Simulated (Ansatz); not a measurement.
**Si2Mo: do energies and stresses tell the same story?**

These are results of DFT r2SCAN, scalar-relativistic, plane waves, PAW in Ansatz 0.2.0, not measurements.

Settings: cutoff 500 eV, Γ-centred mesh 12×12×6 on the computed 9-atom cell, Gaussian smearing of 0.01 eV; no spin polarisation.

Relaxed cell: P6_222, a = 4.584 Å, b = 4.584 Å, c = 6.577 Å, α = 90.00°, β = 90.00°, γ = 120.00°, 9 atoms in the primitive cell. This form isn't the usual stable structure of the compound.

Energies at zero smearing and pressures from the stress tensor, at volumes with shape and atoms relaxed:
| V (Å³/atom) | E − E(first) (meV/atom) | P (GPa) |
| --- | --- | --- |
| 11.702 | 0.00 | 37.51 |
| 12.101 | -78.32 | 25.72 |
| 12.500 | -129.56 | 15.71 |
| 12.899 | -157.81 | 7.22 |
| 13.298 | -166.54 | 0.00 |
| 13.697 | -158.72 | -6.12 |
| 14.096 | -136.87 | -11.29 |
| 14.628 | -89.65 | -16.95 |

**Question.** Check P = −dE/dV between neighbouring volumes, and get the bulk modulus from the pressures alone.

**Answer.** With 1 eV/Å³ = 160.2 GPa:
```tsv
middle V (Å³/atom)	−ΔE/ΔV (GPa)	mean P (GPa)
11.902	31.452	31.615
12.301	20.579	20.718
12.700	11.346	11.465
13.099	3.507	3.607
13.498	-3.142	-3.059
13.897	-8.773	-8.704
14.362	-14.223	-14.121
```

The two differ by 0.16 GPa at most. The mean of two end pressures misses the average over a step by about ΔV² P″/12, up to 0.16 GPa here; with that taken off 0.01 GPa remains. Around V = 13.298 Å³/atom, the two neighbours give B = −V ΔP/ΔV = 13.298 × 13.33 / 0.798 = 222.2 GPa, against B0 = 220.6 GPa from the Birch–Murnaghan fit of the energies.